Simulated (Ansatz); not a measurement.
Given:

MgS:
```
MgS
1.0
    0.00000     2.59090     2.59090
    2.59090     0.00000     2.59090
    2.59090     2.59090     0.00000
Mg S
1 1
Direct
  0.00000   0.00000   0.00000
  0.50000   0.50000   0.50000
```

This is the PBEsol-relaxed structure.

**Question.** All from plane-wave PAW PBEsol (Ansatz code), unless another level is named. Predict the electronic dielectric constant ε∞ (DFPT).

**Answer.** 5.53.

**Question.** Next, the Born charges (a third of the trace)?

**Answer.** Mg +2.31, S -2.31 e.

**Question.** Next, the static dielectric constant ε0 (ions relaxed, cell fixed)?

**Answer.** 14.8.

Space group Fm-3m (rock salt). The PBEsol relaxation kept the symmetry of its start.

Potentials: the earlier of the program's two PAW sets. The files were generated under PBE; for other functionals the program regenerates the frozen cores, and for LDA and PBEsol the local potential too.
